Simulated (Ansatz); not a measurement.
Relaxed CsSnI3 (cubic perovskite):

```
CsSnI3
1.0
   12.54267     0.00000     0.00000
    0.00000     6.27133     0.00000
    0.00000     0.00000     6.27133
Cs Sn I
2 2 6
Cartesian
  0.00000   0.00000   0.00000
  6.27133   0.00000   0.00000
  3.13567   3.13567   3.13567
  9.40700   3.13567   3.13567
  0.00000   3.13567   3.13567
  6.27133   3.13567   3.13567
  3.13567   3.13567   0.00000
  9.40700   3.13567   0.00000
  3.13567   0.00000   3.13567
  9.40700   0.00000   3.13567
```

The atoms are displaced by Q × the pattern below (from a DFPT mode at X = (0.5, 0.0, 0.0), largest move 1; Q in Å), at fixed cell. (q is in reciprocal vectors of the primitive cell; the cell shown is doubled to hold the pattern.)

```
atom       x      y      z
----  ------  -----  -----
Cs1   -1.000  0.000  0.000
Cs2    1.000  0.000  0.000
I5    -0.084  0.000  0.000
I6     0.084  0.000  0.000
```

Atoms not listed stay in place.

The numbers are results of PBE (plane waves to 420 eV, PAW, scalar-relativistic; Ansatz, a quantum-chemistry and plane-wave program), not measurements. k mesh 3×6×6 (Γ-centred), Fermi-Dirac smearing 0.05 eV. The energy includes the smearing's −TS. On this mesh the relaxed cell isn't quite at rest: it carries a pressure of 0.1 GPa (compression positive) at the zero of the scan. CsSnI3 was relaxed with its symmetry unable to fall. Spin-orbit coupling is left out, though I is heavy. This is a high-temperature form of CsSnI3. The zero of ΔE is the undisplaced structure.

| Q (Å) | ΔE (meV/cell) |
|---|---|
| -0.180 | 16.5 |
| -0.150 | 11.5 |
| -0.120 | withheld |
| -0.090 | 4.1 |
| -0.060 | 1.8 |
| -0.030 | 0.5 |
| 0.000 | 0.0 |
| 0.030 | 0.5 |
| 0.060 | 1.8 |
| 0.090 | 4.1 |
| 0.120 | withheld |
| 0.150 | 11.5 |
| 0.180 | 16.5 |

Q: Fit an even polynomial form (powers 2, 4) to the given rows and predict ΔE at Q = -0.120.

A: Least squares on the 11 given rows: ΔE = (509.4)·Q² + (10.14)·Q⁴, in meV/cell with Q in Å; root-mean-square residual 0.03 meV/cell. At -0.120 the fit gives 7.3 meV/cell; the calculation gives 7.3 meV/cell, the same to the digits shown. The quadratic term alone would give 7.3 meV/cell.

(A displaced cell: forces are minus the slopes of the energy, force constants its curvatures, and phonons follow from these.)
